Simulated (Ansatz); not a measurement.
NMR crystallography of ZnO with Ba replacing Zn: given against relaxed positions

Start: a supercell of ZnO (wurtzite type, P6_3mc) built from an entry of the Crystallography Open Database (COD), with all atoms left at the host's positions.

```cif
data_BaZn15O16
_symmetry_space_group_name_H-M 'P3m1'
_symmetry_Int_Tables_number 156
_cell_length_a 6.4986
_cell_length_b 6.4986
_cell_length_c 10.4114
_cell_angle_alpha 90.000
_cell_angle_beta 90.000
_cell_angle_gamma 120.000
loop_
_atom_site_label
_atom_site_type_symbol
_atom_site_symmetry_multiplicity
_atom_site_Wyckoff_symbol
_atom_site_fract_x
_atom_site_fract_y
_atom_site_fract_z
Ba Ba 1 a 0.0000 0.0000 0.2500
Zn2 Zn 1 a 0.0000 0.0000 0.7500
Zn3 Zn 3 d 0.0000 0.5000 0.2500
Zn4 Zn 3 d 0.0000 0.5000 0.7500
Zn9 Zn 3 d 0.1667 0.8333 0.0000
Zn10 Zn 3 d 0.1667 0.8333 0.5000
Zn15 Zn 1 c 0.6667 0.3333 0.0000
Zn16 Zn 1 c 0.6667 0.3333 0.5000
O17 O 3 d 0.1667 0.8333 0.1895
O18 O 3 d 0.1667 0.8333 0.6895
O23 O 1 c 0.6667 0.3333 0.1895
O24 O 1 c 0.6667 0.3333 0.6895
O25 O 1 a 0.0000 0.0000 0.4395
O26 O 1 a 0.0000 0.0000 0.9395
O27 O 3 d 0.0000 0.5000 0.4395
O28 O 3 d 0.0000 0.5000 0.9395
```

One atom of each set is listed.

Method: Kohn–Sham DFT in Ansatz, PBE, plane waves and PAW, scalar-relativistic, 420 eV cutoff, Γ-centred 3×3×2 k-points, Fermi–Dirac smearing 0.01 eV.

The largest force at the start is 9.5 eV/Å. Relaxing the ions at fixed cell moves them by 0.739 Å at most (atom 25, O) and 0.197 Å rms.

```tsv
site	moved (Å)	first shell before	first shell after	V_zz before (10²¹ V/m²)	η before
Ba	0.263	4 O at 1.97–1.98 Å	4 O at 2.35–2.45 Å	-1.53	0.00
Zn3	0.101	4 O at 1.97–1.98 Å	4 O at 1.91–2.01 Å	-0.98	0.30
Zn4	0.069	4 O at 1.97–1.98 Å	4 O at 1.94–1.97 Å	0.057	0.02
Zn9	0.163	4 O at 1.97–1.98 Å	4 O at 1.94–1.96 Å	0.44	0.30
Zn10	0.185	4 O at 1.97–1.98 Å	4 O at 1.94–1.99 Å	-0.43	0.71
Zn16	0.117	4 O at 1.97–1.98 Å	4 O at 1.97–1.99 Å	-0.082	0.00
O17	0.286	3 Zn at 1.97–1.98 Å, 1 Ba at 1.98 Å	3 Zn at 1.91–1.94 Å, 1 Ba at 2.35 Å	-5.24	0.03
O18	0.142	4 Zn at 1.97–1.98 Å	4 Zn at 1.94–1.98 Å	-0.33	0.09
O24	0.119	4 Zn at 1.97–1.98 Å	4 Zn at 1.97 Å	-0.058	0.00
O25	0.739	1 Ba at 1.97 Å, 3 Zn at 1.98 Å	4 Zn at 1.98–2.35 Å, 1 Ba at 2.45 Å	-4.72	0.00
O26	0.089	4 Zn at 1.97–1.98 Å	4 Zn at 1.96–2.02 Å	-0.17	0.00
O27	0.060	4 Zn at 1.97–1.98 Å	4 Zn at 1.99–2.01 Å	-0.40	0.66
O28	0.062	4 Zn at 1.97–1.98 Å	4 Zn at 1.94–1.96 Å	-0.49	0.08
```

(1) What are V_zz and η after the relaxation?

Answers

(1) 

```json
{"site": "Ba", "V_zz after": "-16.01", "η after": "0.00", "change of V_zz": "-14.48"}
{"site": "Zn3", "V_zz after": "3.70", "η after": "0.67", "change of V_zz": "–"}
{"site": "Zn4", "V_zz after": "0.65", "η after": "0.93", "change of V_zz": "–"}
{"site": "Zn9", "V_zz after": "2.37", "η after": "0.28", "change of V_zz": "+1.93"}
{"site": "Zn10", "V_zz after": "-3.79", "η after": "0.29", "change of V_zz": "-3.36"}
{"site": "Zn16", "V_zz after": "0.38", "η after": "0.00", "change of V_zz": "+0.46"}
{"site": "O17", "V_zz after": "-8.26", "η after": "0.03", "change of V_zz": "-3.02"}
{"site": "O18", "V_zz after": "-2.32", "η after": "0.42", "change of V_zz": "-1.99"}
{"site": "O24", "V_zz after": "0.43", "η after": "0.00", "change of V_zz": "+0.48"}
{"site": "O25", "V_zz after": "-7.60", "η after": "0.00", "change of V_zz": "-2.88"}
{"site": "O26", "V_zz after": "-1.10", "η after": "0.00", "change of V_zz": "-0.93"}
{"site": "O27", "V_zz after": "-1.17", "η after": "0.93", "change of V_zz": "-0.77"}
{"site": "O28", "V_zz after": "-1.17", "η after": "0.60", "change of V_zz": "-0.68"}
```

The largest change of V_zz along a kept axis is on Ba, from -1.53 to -16.01. Small gradients that grow severalfold: Zn9 (0.44 to 2.37), Zn10 (-0.43 to -3.79), O18 (-0.33 to -2.32), O26 (-0.17 to -1.10). Where |V_zz| stays above 0.1 and the axes keep their order, η moves most on Zn10, from 0.71 to 0.29. On O28, O27 V_xx and V_yy change places (or their axes turn by over 50°), so the two values of η hide a larger change. V_zz changes sign on Zn16 (same axis), O24 (same axis). On Zn3, Zn4 the largest principal value lies along another axis in the second run, so the two V_zz can't be compared directly. The table leaves out 3 of the 16 sites, with |V_zz| up to 0.91; their tensors move by 0.76 at most along any direction. The statements above cover all sites. The host's own positions weren't relaxed first, so part of the change far from the defect can be the host's relaxation.

The defect repeats with the cell of 32 atoms, so it feels its images: sites between two images don't show the values beside a lone defect, and zeros or small values of η there can come from the images' arrangement. O and Zn carry a gradient in the pure host already, so the values there aren't the defect's effect alone. Without spin–orbit coupling (the program notes it for Ba) the gradients can shift somewhat, as the gap is small.
Before: With a gap of 0.1 eV on this mesh, small gradients can still move by 0.1 × 10²¹ V/m² or more as the k-mesh gets denser. The cell keeps the host's lattice, where the PBE pressure is 17 GPa. The neighbours have not yet relaxed around the defect (largest force 9.5 eV/Å), so the values at and beside it are those of a strained start, not of the defect in a real crystal.
After: The relaxation keeps the site symmetry 3m of the start, so the impurity can move only along its axis; a start off the site could end lower. With a gap of 0.9 eV on this mesh, small gradients can still move by 0.1 × 10²¹ V/m² or more as the k-mesh gets denser. The cell keeps the host's lattice, where the PBE pressure is 11 GPa.
